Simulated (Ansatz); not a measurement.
A structure of TePb relaxed with PBEsol (plane waves to 420 eV, PAW, scalar-relativistic; Ansatz, a quantum-chemistry and plane-wave program); single points at other levels follow on the same geometry (Ansatz, PAW; HSE06 at 420 eV on a 6×6×6 k-mesh; no spin-orbit coupling). Space group Fm-3m (No. 225).

```yaml
crystal:
  lattice:
    - [0.00000, 3.22125, 3.22125]
    - [3.22125, 0.00000, 3.22125]
    - [3.22125, 3.22125, 0.00000]
  atoms:
    - { symbol: Te, position: [0.00000, 0.00000, 0.00000] }
    - { symbol: Pb, position: [0.50000, 0.50000, 0.50000] }
```

```tsv
level	gap (eV)	kind	conduction minimum
PBEsol	0.65	direct	L
HSE06	?	–	?
```

Question: Fill in the missing entries.

Answer: 
- HSE06, gap (eV): 1.10
- HSE06, conduction minimum: L

HSE06 gaps come from a coarse mesh plus a few chosen points, so they may be too large. No spin polarisation in the result.

Measured for TePb: gap 0.19 eV (0 K or low temperature; as listed in arXiv:2302.06325). Computed minus measured — gap: PBEsol +0.46 eV, HSE06 +0.91 eV. The computed values are for a static lattice, and a measured gap can be an optical one, lowered by exciton binding.

The run could not lose the symmetry of its start.

All atoms sit on sites fixed by symmetry, so only the cell could relax.

It was reached from a disturbed copy of a Fm-3m (No. 225) cell (rock salt type), against which it lies under 1 meV/atom.
